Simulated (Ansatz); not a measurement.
Ge2SbO3: start and end of a relaxation

The guess for Ge2SbO3 was made by a generator: random cell by space group and Wyckoff sites (P6/mmm, No. 191). Lengths were set from tabulated atomic sizes, so they are only a guess.

start.xyz

```xyz
6
Lattice="4.7127 0.0000 0.0000 -2.3564 4.0814 0.0000 0.0000 0.0000 5.9010" Properties=species:S:1:pos:R:3 pbc="T T T"
Ge    0.0000    2.7209    2.9505
Ge    2.3564    1.3605    2.9505
Sb    0.0000    0.0000    2.9505
O     2.3564    0.0000    2.9505
O    -1.1782    2.0407    2.9505
O     1.1782    2.0407    2.9505
```

Computed with DFT PBE, scalar-relativistic, plane waves, PAW in Ansatz. Cutoff 420 eV, Gaussian smearing, Γ-centred meshes. Cell and atoms relax first on a coarse mesh and then on a finer one. In between, the cell is made exact in the group found at 0.06 Å. In metals the finer mesh still leaves noise of several meV/atom or more. The steps can't lower the symmetry of their start. No spin polarisation.

end.xyz

```xyz
6
Lattice="6.4293 0.0000 0.0000 -3.2146 5.5679 0.0000 0.0000 0.0000 2.9637" Properties=species:S:1:pos:R:3 pbc="T T T"
Ge    0.0000    3.7119    1.4819
Ge    3.2146    1.8560    1.4819
Sb    0.0000    0.0000    1.4819
O     3.2146    0.0000    1.4819
O    -1.6073    2.7840    1.4819
O     1.6073    2.7840    1.4819
```

The symmetry stays P6/mmm (No. 191). The volume per atom shrinks by 6.5 %, from 18.9 to 17.7 Å³. The shortest distance goes from 1.36 Å (Ge–O) to 1.86 Å (Ge–O). The ratio c/a of the conventional cell changes by a factor of 0.37. The energy falls by about 6.6 eV/atom (the start's value is from the coarse mesh).

```
Volume per atom                           : 17.68 Å³
Density                                   : 4.93 g/cm³
Formation energy                          : −0.42 eV/atom
Gap on the 6×6×12 mesh of the 6-atom cell : 0 eV (a metal)
```

Energies over the elements count from the elements' standard structures at the same level (O₂ as a molecule), with no fitted energy shifts.

The last run used Gaussian smearing of 0.10 eV. These runs have no spin–orbit coupling, which can matter for Sb. An odd number of electrons in the primitive cell allows no gap without spin; a larger cell or a magnetic state could open one. Symmetry constrained the relaxation, so the result can be a saddle point. In all, the 4 runs took 3.7 min on 1 thread of Intel(R) Xeon(R) 6975P-C (Granite Rapids), with other jobs on the host. Another cell of Ge2SbO3 relaxed alike, in R-3m, lies 0.33 eV/atom lower, so this cell isn't the stable form at this level.
